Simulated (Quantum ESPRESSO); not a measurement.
# One change at a time to AgAlLi2Mg2Ta2

Calculated results; nothing here was measured. They come from Quantum ESPRESSO 7.5, a public plane-wave density functional program. Each row is one single-point run on a made-up periodic cell of eight metal atoms, with elements, volume, strain and displacements drawn at random and not relaxed, so a cell may be unstable or far from any real phase. There is no spin polarisation or spin-orbit coupling.

Settings: PBE unless stated; PseudoDojo standard norm-conserving files; Fermi-Dirac width 0.25 eV, which means electrons at about 2900 K; cutoff 1143 eV; 6 x 6 x 3 k mesh shifted half a step off Gamma. E is the free energy of the whole cell (internal energy minus TS), so a -TS column is already part of it. Stress is positive in tension, and the pressure P is minus a third of its trace.

Checks: one run of this series was repeated at a higher cutoff and on a denser mesh, which moved values by no more than 0.006 eV, 0.04 GPa and 0.011 eV/Å, and a second program with other atomic files agreed on it to 2 % rms in force and 0.5 GPa in pressure. Known limits: heavy elements are run without spin-orbit coupling, which real alloys of them have; a spin test at this wide smearing found no moment, but such smearing suppresses magnetism that the real alloy may have.

The lattice is face-centred cubic, and the cell vectors in Å are (0.022, -0.029, -4.191); (4.219, -0.053, -0.022); (0.106, -8.593, -0.058), a volume of 151.91 Å³ in run 1. The elements on sites 1 to 8 are Li Al Ta Mg Ta Mg Ag Li. Each later run makes one change to run 1 and keeps the rest. E is counted from run 1, and is n/a where other atomic files have another zero of energy.

```
run,change,V (Å³),P (GPa),-TS (eV),rms force (eV/Å),largest change of a force component (eV/Å),E (eV)
1,none,151.91,-5.68,-0.944,0.371,0.000,0.000
2,sites 6 and 7 exchanged,151.91,-5.62,-0.945,0.373,0.412,-0.154
3,all lengths scaled by -1.79 %,143.89,-2.26,-0.894,0.398,0.233,-0.202
4,LDA in place of PBE,151.91,-10.48,-0.958,0.366,0.288,n/a
5,In on site 8,151.91,-2.22,-0.804,0.351,0.593,n/a
6,site 6 moved by +0.12 Å along x,151.91,-5.64,-0.944,0.385,0.501,?
```

## Worked estimate

Along the move dE = -F dx. The force on site 6 along x is 0.089 eV/Å in run 1 and -0.412 eV/Å in run 6, and the move is +0.12 Å, so the mean force times the move gives an estimate.

## Withheld value

Question: what E should run 6 give?

The estimate is 0.019 eV. The calculation gave 0.019 eV.
